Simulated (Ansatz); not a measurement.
Stackings of close-packed layers of ZrB (capitals for Zr, lower case for the other element), each relaxed to a stress under 0.05 GPa; energies count from the stacking AcBaCb (R-3m).

These are results of DFT r2SCAN, scalar-relativistic, plane waves, PAW in Ansatz 0.2.0, not measurements.

Cutoff 500 eV, Gaussian smearing of 0.10 eV, energies at zero smearing, symmetry of each start kept, no spin polarisation.

```csv
start,atoms,k mesh,excess energy (meV/atom),spacing of like layers (Å),a (Å)
AbAc,4,12×12×6,435.6,3.091,3.396
AcBc,4,12×12×6,-30.3,2.644,3.594
AcBcAbCb,8,12×12×3,-56.0,2.570,3.650
AcBaCbAbCaBc,12,12×12×2,-34.4,2.718,3.548
AcBaCbAbCb,10,12×12×3,-11.7,2.764,3.516
AcBcAbCbAcBaCb,14,12×12×2,-20.4,2.707,3.555
```

Zero in every row: gap on the mesh (eV).

Small energy differences in metals hang on the k mesh (about 10 mJ/m² or 1 to 2 meV/atom on the mesh of the relaxation).

Cost: 6 runs of about 23 core-minutes in all, on Intel Xeon Platinum 8488C (Sapphire Rapids) (shared hosts).